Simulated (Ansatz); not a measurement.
Si3Sn, ordered on the diamond lattice (P-4m2) with 4 atoms a cell, relaxed with r2SCAN: 3 runs in the PAW code Ansatz, each a calculation of independent-particle optics. Space group P-4m2 (No. 115), tetragonal; a = 4.038 Å, c = 5.749 Å in the conventional setting, 23.43 Å³ an atom. Si is surrounded by 2 Si at 2.40 Å and 2 Sn at 2.56 Å; Si is surrounded by 4 Si at 2.40 Å; Sn is surrounded by 4 Si at 2.56 Å. The structure was generated, not taken from experiment, and needn't be the ground state; spin polarisation is off.

```
Si Sn
1.0
     4.03764    0.00000    0.00000
     0.00000    4.03764    0.00000
     0.00000    0.00000    5.74862
Si Sn
3 1
Direct
  0.50000 0.00000 0.77460
  0.50000 0.50000 0.00000
  0.00000 0.50000 0.22540
  0.00000 0.00000 0.50000
```

On meshes this coarse, single peaks can be features of the mesh. No local fields, no excitons; the zone sum runs over the cells of the mesh, and ε∞ includes the bands left out of the spectrum. Up to four peaks are listed, those above 15 % of the tallest and inside the complete range; the four can differ from row to row.

```tsv
functional	k mesh	broadening (eV)	scissors (eV)	range (eV)	direct gap on the mesh before scissors (eV)	ε∞ xx	ε∞ yy	ε∞ zz	complete up to (eV)	tallest peaks of mean ε₂ (eV)
PBE	6×6×4	0.1	0.00	0–12	0.50	15.83	15.83	15.99	12.0	3.45
r2SCAN	6×6×4	0.1	0.00	0–12	0.68	13.50	13.50	13.74	12.0	3.80
PBE	6×6×4	0.1	0.54 (to HSE06)	0–12	0.50	13.59	13.59	13.78	12.0	4.00
```

The fundamental gap is indirect (0.23 eV with PBE on 6×6×4); the table holds the direct one.

The runs are scalar-relativistic, without spin-orbit coupling.
